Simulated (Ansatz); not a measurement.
Each is relaxed and computed with r²SCAN in the plane-wave PAW code Ansatz. Which is the only metal?
A) TiO2, P3_121 (Ti on 3a, O on 6c)
B) CaO, CsCl type
C) BaTiO3, cubic perovskite
D) TiAs, CsCl type

D, TiAs, CsCl type. TiAs: metal; BaTiO3: gap 2.18 eV (indirect); CaO: gap 3.27 eV (indirect); TiO2: gap 4.06 eV (direct). Constructed cells (a structure type filled with these elements, in neither database checked): TiAs, CsCl type. Not the usual ambient phase: BaTiO3, cubic perovskite; CaO, CsCl type; TiO2, P3_121 (Ti on 3a, O on 6c). Unstable at this level: TiAs, CsCl type; BaTiO3, cubic perovskite; CaO, CsCl type; TiO2, P3_121 (Ti on 3a, O on 6c). All cells were relaxed under the symmetry of their starts (and spin orders); stability against distortions was not tested throughout. Rows with no word on spin ran without spin polarisation. Spin–orbit coupling is left out wherever it is not named.

Potentials: the earlier of the program's two PAW sets.
